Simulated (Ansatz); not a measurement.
## BN: how much do the potentials matter?

BN in a layered hexagonal structure, in a typed cell, not relaxed.

```
CELL_PARAMETERS angstrom
1.25600 -2.17546 0.00000
1.25600 2.17546 0.00000
0.00000 0.00000 6.66000
ATOMIC_POSITIONS crystal
B 0.33333 0.66667 0.25000
N 0.66667 0.33333 0.25000
B 0.66667 0.33333 0.75000
N 0.33333 0.66667 0.75000
```

Settings of the Ansatz calculation: r2SCAN; k mesh 8×8×2; fixed occupations; no spin. Harmonic phonons by finite displacements, frequencies in cm⁻¹, imaginary ones marked i; at Γ the three translations are left out and no LO–TO term is added.

Caveats: coarse k mesh; PseudoDojo norm-conserving files were made for PBE.

The reference is the run on all-electron PAW datasets (no frozen core) at 920 eV and 9.10 Å³ an atom: top Γ mode (cm⁻¹) 1345; lowest Γ mode (cm⁻¹) 49.

The same calculation was made on PseudoDojo norm-conserving, Ansatz norm-conserving. How far do the results move?


```
                potentials  cutoff (eV)  top Γ mode (cm⁻¹)  lowest Γ mode (cm⁻¹)
PseudoDojo norm-conserving         1143               1347                    48
    Ansatz norm-conserving         1252               1344                    49
```

The largest move among the frequencies in the table is 2.2 cm⁻¹, in the top Γ mode on PseudoDojo norm-conserving. Over all modes computed it is 15 cm⁻¹, on PseudoDojo norm-conserving.
